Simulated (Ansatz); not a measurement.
Consider the following.

Ta$_{5}$AuS:
```
CELL_PARAMETERS angstrom
      0.00000     6.27416     6.27416
      6.27416     0.00000     6.27416
      6.27416     6.27416     0.00000
ATOMIC_POSITIONS crystal
  Ta 0.30251 0.30251 0.69749
  Ta 0.30251 0.69749 0.69749
  Ta 0.69749 0.69749 0.30251
  Ta 0.69749 0.30251 0.30251
  Ta 0.69749 0.30251 0.69749
  Ta 0.30251 0.69749 0.30251
  Ta 0.02718 0.02718 0.47282
  Ta 0.02718 0.47282 0.47282
  Ta 0.47282 0.47282 0.02718
  Ta 0.47282 0.02718 0.02718
  Ta 0.47282 0.02718 0.47282
  Ta 0.02718 0.47282 0.02718
  Ta 0.66824 0.99527 0.66824
  Ta 0.99527 0.66824 0.66824
  Ta 0.66824 0.66824 0.66824
  Ta 0.66824 0.66824 0.99527
  Ta 0.88262 0.35215 0.88262
  Ta 0.35215 0.88262 0.88262
  Ta 0.88262 0.88262 0.88262
  Ta 0.88262 0.88262 0.35215
  S  0.36913 0.89261 0.36913
  S  0.89261 0.36913 0.36913
  S  0.36913 0.36913 0.36913
  S  0.36913 0.36913 0.89261
  Au 0.10076 0.10076 0.10076
  Au 0.10076 0.10076 0.69771
  Au 0.10076 0.69771 0.10076
  Au 0.69771 0.10076 0.10076
```

This is the r²SCAN-relaxed structure.

Problem. All from r²SCAN (plane waves, PAW; program Ansatz), unless another level is named. Give the electronic character.

Solution. metallic (no gap).

Problem. Predict the density of states at the Fermi level.

Solution. 0.51 states/eV per atom (mean over ±0.08 eV).

Problem. What about the formation energy from the elements (no fitted shifts)?

Solution. -0.39 eV/atom.

Space group F-43m. The workflow started from a Materials Project entry (that database holds measured and hypothetical structures alike); the Crystallography Open Database copy checked does not list it. Whether it is the stable phase at ambient conditions was not checked. The r²SCAN relaxation kept the symmetry of its start; whether a distortion lowers the energy is not shown. No spin polarisation was allowed. The references are the lowest solids computed at this level, not always the standard phases. Scalar-relativistic: spin–orbit coupling is off unless named, which matters more the heavier the elements.

Potentials: the later of the program's two PAW sets.
